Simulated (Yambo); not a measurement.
Yambo run on AgP2 (space group P2_1/c, No. 14). The wavefunctions are PBEsol (pw.x of Quantum ESPRESSO, ONCV potentials, without SOC) ones on a 2×2×2 mesh (58 occupied bands); a = 6.2107 Å, b = 5.0745 Å, c = 7.8319 Å, α = γ = 90.00°, β = 113.47°.

Yambo input:

```
rim_cut
gw0
dyson
el_el_corr
HF_and_locXC
cohsex
em1s
RandQpts= 1000000
RandGvec= 1 Ry
EXXRLvcs= 82 Ry
VXCRLvcs= 328 Ry
Chimod= "HARTREE"
% BndsRnXs
 17 | 263 |
%
NGsBlkXs= 6 Ry
% LongDrXs
 1.0 | 1.0 | 1.0 |
%
ExtendOut
% QPkrange
 5 | 5 | 58 | 59 |
%
```

k points by index: 5 = (-0.5, 0, 0).

The o-*.qp file then holds:

```
#    K-point    Band    Eo [eV]    E [eV]    E-Eo [eV]    Vxc [eV]    Vnlxc [eV]    Sc|Eo [eV]    Re(Z)    Im(Z)
#
    5    58    0.000000    -1.844135    -1.844135    -15.08841    -17.00741    0.074862    1.000000    0.000000
    5    59    0.599458    -0.796764    -1.396222    -11.67416    -7.726946    -5.343438    1.000000    0.000000
```
(The two width columns are left out.) Convergence of these settings isn't established.

Geometry of the Materials Project entry, not relaxed at this level.
